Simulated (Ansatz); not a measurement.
## CsMgF3: clamped-ion strain scan

Theory: Ansatz 0.2.0, DFT PBEsol, scalar-relativistic, plane waves, PAW. The runs took a 420 eV cutoff, a Γ-centred 6×6×6 mesh and Gaussian smearing (0.05 eV). Spin–orbit coupling is left out, which matters for the heavy elements here. No spin polarisation. Energies are free energies at this smearing, counted from the undisturbed cell; pressure is positive in compression.

The starting cell (as given, not relaxed at this level; it stands at -3.2 GPa, and it needn't be the usual structure):

```
Cs Mg F
1.0
     4.25231    0.00000    0.00000
     0.00000    4.25231    0.00000
     0.00000    0.00000    4.25231
Cs Mg F
1 1 3
Direct
  0.00000 0.00000 0.00000
  0.50000 0.50000 0.50000
  0.00000 0.50000 0.50000
  0.50000 0.00000 0.50000
  0.50000 0.50000 0.00000
```

The cell is strained by ε times the Voigt pattern (0, 0, 1, 0, 0, 0) (xx, yy, zz, yz, xz, xy; engineering shear) with fractional coordinates fixed.

```csv
ε,ΔE (meV/atom),"stress summed along the pattern (GPa, tension positive)",pressure (GPa),gap on the mesh (eV)
-0.1000,28.1,-11.53,5.4,6.97
-0.0750,7.0,-6.34,2.5,6.89
-0.0500,-3.2,-2.31,0.2,6.81
-0.0250,-4.9,0.79,-1.7,6.67
0.0000,0.0,3.17,-3.2,6.54
0.0250,9.9,4.97,-4.4,6.36
0.0500,23.5,6.31,-5.4,6.16
0.0750,39.9,7.28,-6.1,5.93
0.0875,48.9,7.66,-6.5,5.82
0.1000,58.2,7.96,-6.7,5.70
```

Symmetry holds off the tilts and polar distortions that many cubic perovskites undergo.